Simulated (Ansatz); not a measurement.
Rocksalt alloy of MgO and ZnO (4 of 32 Mg sites exchanged), 64 atoms

Ansatz, PAW, plane waves. PBEsol relaxation of volume and atoms (shape held) at the single k point (¼, ¼, ¼) without its symmetry partners; single points on the relaxed atoms at the single k point (¼, ¼, ¼) without its symmetry partners, onto which points of the small cell's zone fold. Arrangement: clustered. No spin–orbit coupling unless named.

Relaxed structure:

```
O Mg Zn
1.0
     8.44167    0.00000    0.00000
     0.00000    8.44167    0.00000
     0.00000    0.00000    8.44167
O Mg Zn
32 28 4
Direct
  0.24990 0.99951 0.99740
  0.24809 0.00162 0.50202
  0.25009 0.49970 0.00011
  0.24990 0.49699 0.49992
  0.74978 0.99941 0.00021
  0.75265 0.99971 0.50011
  0.74977 0.49978 0.00020
  0.74977 0.49980 0.49983
  0.00009 0.24945 0.00019
  0.00011 0.24946 0.49984
  0.00003 0.74977 0.00010
  0.99730 0.74959 0.49991
  0.49975 0.24945 0.00021
  0.50003 0.25234 0.50011
  0.49982 0.74958 0.99740
  0.50194 0.74778 0.50202
  0.99729 0.99949 0.24999
  0.00011 0.99943 0.74986
  0.00003 0.49970 0.25018
  0.00010 0.49978 0.74986
  0.50193 0.00161 0.24818
  0.50003 0.99970 0.75276
  0.49981 0.49698 0.25000
  0.49974 0.49981 0.74987
  0.25005 0.25220 0.25015
  0.25014 0.24948 0.74989
  0.24774 0.74742 0.24783
  0.25006 0.74975 0.75261
  0.74980 0.24947 0.25022
  0.74983 0.24952 0.74994
  0.75253 0.74973 0.25015
  0.74979 0.74982 0.74988
  0.00008 0.99947 0.00019
  0.00053 0.99929 0.49970
  0.00006 0.49976 0.00018
  0.00011 0.49979 0.49987
  0.49963 0.99931 0.00060
  0.49980 0.49976 0.00019
  0.49961 0.50020 0.49970
  0.25006 0.24943 0.00017
  0.25029 0.24908 0.49971
  0.25022 0.74990 0.00054
  0.74979 0.24946 0.00019
  0.74983 0.24949 0.49995
  0.74975 0.74974 0.00020
  0.74940 0.74997 0.49971
  0.25029 0.99929 0.74949
  0.25022 0.50012 0.25030
  0.25005 0.49982 0.74984
  0.74938 0.99930 0.25041
  0.74981 0.99954 0.74987
  0.74977 0.49977 0.25015
  0.74979 0.49981 0.74987
  0.00012 0.24941 0.25014
  0.00012 0.24948 0.74987
  0.00045 0.74992 0.25030
  0.00011 0.74974 0.74984
  0.49963 0.24906 0.25040
  0.49986 0.24949 0.74989
  0.49961 0.74998 0.74949
  0.50038 0.00005 0.50050
  0.24960 0.74929 0.50027
  0.24963 0.99991 0.24966
  0.50027 0.74923 0.24966
```

Q: What are the mean bond lengths by pair (pairs within 1.2 times the sum of covalent radii, less contacts 15 % beyond the pair's median; cation–cation pairs of compounds aside; long ionic contacts are cut short by that bound)?

A: Mg–O 2.108 ± 0.007 Å (standard deviation, 168 bonds); O–Zn 2.130 ± 0.001 Å (standard deviation, 24 bonds).

Q: What gap lies between the top filled and the lowest empty level in the single points?

A: r²SCAN 5.58 eV (17 s on NVIDIA H100). Away from Γ this isn't the crystal's band gap.
